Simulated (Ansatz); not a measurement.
## Eigenvalues along a path: SrMg

```
CELL_PARAMETERS angstrom
3.90000 0.00000 0.00000
0.00000 3.90000 0.00000
0.00000 0.00000 3.90000
ATOMIC_POSITIONS crystal
Sr 0.50000 0.50000 0.50000
Mg 0.00000 0.00000 0.00000
```

The base volume is that of a database entry, so it needn't be at zero pressure; the structure needn't be the stable phase, at rest or compressed.

Level of theory: DFT with LDA, scalar-relativistic, in Ansatz 0.2.0; a Γ-centred 9×9×9 k mesh, Fermi–Dirac smearing of 0.05 eV, no spin polarisation. PAW: frozen-core files, cutoff 420 eV.

This run: the series' base cell.

The PAW files were made under PBE.

Path points, in fractions of the reciprocal vectors: Γ (0.000, 0.000, 0.000), X (0.000, 0.500, 0.000), M (0.500, 0.500, 0.000), R (0.500, 0.500, 0.500). The distance column jumps between branches of the path. Levels in eV from the Fermi level; bands 6 to 12, counted from the lowest band of the run. The gap is zero, the pressure 3.43 GPa.

```
# k(1/Å) point b6 b7 b8 b9 b10 b11 b12
0.000 Γ -17.45 -17.45 -17.45 -5.27 0.61 0.61 4.41
0.134 - -17.47 -17.45 -17.45 -5.18 0.56 0.66 4.03
0.269 - -17.53 -17.44 -17.44 -4.92 0.33 0.80 3.49
0.403 - -17.61 -17.44 -17.44 -4.51 -0.19 1.02 3.02
0.537 - -17.68 -17.43 -17.43 -3.96 -0.93 1.28 2.65
0.671 - -17.74 -17.42 -17.42 -3.31 -1.75 1.52 2.43
0.806 X -17.76 -17.42 -17.42 -2.64 -2.48 1.62 2.35
0.940 - -17.75 -17.44 -17.42 -2.62 -2.38 1.66 2.08
1.074 - -17.75 -17.50 -17.42 -2.58 -2.09 1.53 1.75
1.208 - -17.73 -17.57 -17.41 -2.53 -1.64 0.99 1.74
1.343 - -17.72 -17.64 -17.40 -2.48 -1.07 0.56 1.48
1.477 - -17.71 -17.69 -17.40 -2.45 -0.42 0.30 0.95
1.611 M -17.71 -17.71 -17.40 -2.43 0.21 0.21 0.35
1.801 - -17.69 -17.69 -17.40 -2.50 -0.54 0.23 1.25
1.991 - -17.65 -17.64 -17.41 -3.01 -0.60 0.30 1.97
2.181 - -17.59 -17.58 -17.42 -3.84 0.00 0.39 2.26
2.371 - -17.53 -17.52 -17.44 -4.59 0.49 0.57 2.57
2.560 - -17.47 -17.47 -17.45 -5.10 0.57 0.65 3.53
2.750 Γ -17.45 -17.45 -17.45 -5.27 0.61 0.61 4.41
2.983 - -17.47 -17.47 -17.47 -5.01 0.62 0.62 3.19
3.215 - -17.52 -17.51 -17.51 -4.28 0.60 0.60 1.96
3.448 - -17.58 -17.56 -17.56 -3.26 0.35 0.35 1.36
3.680 - -17.63 -17.62 -17.62 -2.25 -0.19 -0.19 1.66
3.913 - -17.66 -17.65 -17.65 -1.38 -0.66 -0.66 1.92
4.146 R -17.67 -17.67 -17.67 -0.83 -0.83 -0.83 1.09
4.335 - -17.67 -17.65 -17.65 -1.23 -0.73 -0.71 1.72
4.525 - -17.69 -17.61 -17.61 -1.81 -0.62 -0.36 2.39
4.715 - -17.71 -17.55 -17.55 -2.24 -1.02 0.22 2.41
4.905 - -17.73 -17.49 -17.48 -2.49 -1.73 1.00 1.98
5.095 - -17.75 -17.44 -17.44 -2.61 -2.28 1.71 1.86
5.285 X -17.76 -17.42 -17.42 -2.64 -2.48 1.62 2.35
6.424 R -17.67 -17.67 -17.67 -0.83 -0.83 -0.83 1.09
6.558 - -17.67 -17.67 -17.65 -1.06 -0.77 -0.77 1.44
6.692 - -17.68 -17.68 -17.60 -1.48 -0.61 -0.61 2.23
6.827 - -17.69 -17.69 -17.53 -1.88 -0.37 -0.37 1.63
6.961 - -17.70 -17.70 -17.46 -2.18 -0.10 -0.10 0.94
7.095 - -17.70 -17.70 -17.41 -2.37 0.13 0.13 0.50
7.229 M -17.71 -17.71 -17.40 -2.43 0.21 0.21 0.35
```
